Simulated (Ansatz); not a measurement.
Here is an unrelaxed guess for Ge₃Cl.

```cif
data_structure
_symmetry_space_group_name_H-M 'Fm-3m'
_symmetry_Int_Tables_number 225
_cell_length_a 7.5522
_cell_length_b 7.5522
_cell_length_c 7.5522
_cell_angle_alpha 90.000
_cell_angle_beta 90.000
_cell_angle_gamma 90.000
_cell_volume 430.75
loop_
_atom_site_label
_atom_site_type_symbol
_atom_site_symmetry_multiplicity
_atom_site_Wyckoff_symbol
_atom_site_fract_x
_atom_site_fract_y
_atom_site_fract_z
_atom_site_occupancy
Ge1 Ge 4 b 0.50000 0.00000 0.00000 1
Ge2 Ge 8 c 0.25000 0.75000 0.75000 1
Cl1 Cl 4 a 0.00000 0.00000 0.00000 1
```

Method: DFT PBE, scalar-relativistic, plane waves, PAW in Ansatz 0.2.0. Plane waves to 420 eV, a k mesh through Γ of 4×4×4 on the computed 4-atom cell and Gaussian smearing (0.10 eV); no spin polarisation.

Energies over the elements count from the elements' standard structures at the same level (Cl₂ as a molecule), with no fitted energy shifts.

Task: What does a single point on this coarse mesh give?

Result: The pressure is -8.0 GPa (it wants to contract), the largest force is 0.00 eV/Å (symmetry fixes the atoms), and the energy is +0.47 eV/atom against the elements. The shortest distance is 3.27 Å.

Task: How much does it gain on relaxing, and where does it end?

Result: Relaxing gains about 0.27 eV/atom (the start's value is from the coarse mesh, so the gain is rough) in 9 ionic steps and ends at +0.20 eV/atom on the finer mesh. The symmetry stays Fm-3m (No. 225). The end has the BiF3 (D0_3) type. The volume per atom shrinks by 26.6 %, from 26.9 to 19.8 Å³. The shortest distance goes from 3.27 Å (Ge–Cl and Ge–Ge) to 2.95 Å (Ge–Cl and Ge–Ge). Conventional cell: a = 6.813 Å. Ge on a site of symmetry m-3m is surrounded by 8 Ge at 2.95 Å and 6 Cl at 3.41 Å; around Ge on a site of symmetry -43m lie 4 Cl at 2.95 Å, 4 Ge at 2.95 Å and 6 Ge at 3.41 Å; Cl is surrounded by 8 Ge at 2.95 Å and 6 Ge at 3.41 Å.

The last run used a 12×12×12 mesh for its 4-atom cell and Gaussian smearing of 0.10 eV. An odd number of electrons in the primitive cell allows no gap without spin; a larger cell or a magnetic state could open one. The relaxation can't lower the symmetry of the start. Symmetry constrained the relaxation, so the result can be a saddle point. Another cell of Ge3Cl relaxed alike, in P6_3/mmc, lies 75 meV/atom lower, so this cell isn't the stable form at this level.
